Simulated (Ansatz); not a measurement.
The start is a relaxed Be cell displaced along its unstable phonon at q = (½, ½, 0) of its primitive reciprocal cell (649i cm⁻¹), largest move 0.15 Å. Cell shape, volume and atoms are optimised at zero target pressure with PBEsol (plane waves to 420 eV, PAW, scalar-relativistic; Ansatz, a quantum-chemistry and plane-wave program). First-step values are on the input's coarse k-mesh.

Ansatz input (later rounds restart from its end on a renewed k-mesh):
Ansatz 0.2 input:
```yaml
crystal:
  lattice:
    - [4.3326405036, 0, 0]
    - [2.1663202518, 2.1663202518, 0]
    - [0, 0, 2.1663202518]
  atoms:
    - { symbol: Be, position: [0, 0, 0.0692418399] }
    - { symbol: Be, position: [0.5, 0, -0.0692418399] }
basis: { ecutwfc: 420, ecutrho_ratio: 4, xc_grid: 2, fft_grid_basis: typed }
kpoints: { mp_grid: { grid: [15, 15, 15] } }
hamiltonian:
  xc: pbesol
  dispersion: none
  pseudopotentials: { azcp: { folder: ./paw }, kind: paw }
scf: { occupations: { method: fermi_dirac, width: 0.05 } }
relax: { f_tol: 0.01, max_steps: 100, cell: { stress_tol: 0.02 } }
output: { forces: true, stress: true }
```

Q: What pressure does the first self-consistent step give?

A: -2.8 GPa (negative: the cell is under tension).

Q: Which atoms feel the largest initial force, and how large is it?

A: 1.45 eV/Å, on Be1, Be2 (atoms numbered as listed).

Q: How does the volume per atom move from start to end?

A: -23.8 %, from 10.17 to 7.74 Å³/atom.

Q: Does it find its way back to the structure it was made from?

A: It does not go back: it reaches Im-3m (No. 229), bcc (W type), 0.92 eV/atom below the parent.

Q: How do the shortest distances between atoms change?

A: The closest pairs of elements (up to four, under 3.6 Å), start → end: Be–Be 2.17 → 2.16 Å.

Q: What band gap does the relaxed structure have at this level?

A: Zero (metallic).

Q: Give the final cell and atomic positions.

A: 
Space group Im-3m (No. 229); a = 2.492 Å, b = 2.492 Å, c = 2.492 Å, α = 90.00°, β = 90.00°, γ = 90.00°

| atom | site | symmetry | x | y | z |
|---|---|---|---|---|---|
| Be | 2a | m-3m | 0.0000 | 0.0000 | 0.0000 |
(The calculation used a cell of 1 atom; values per cell refer to that cell.)

Final values are on a 26×26×26 k-mesh of the relaxed cell. No spin polarisation in the result.

The run could not lose the symmetry of its start, so the end can be a saddle point.

The relaxed structure here is a generated cell of Be: the first start was made by placing the elements on the sites of a structure type, and the end was not matched to a known phase here, so it may be hypothetical. Known forms of Be include space group No. 194.
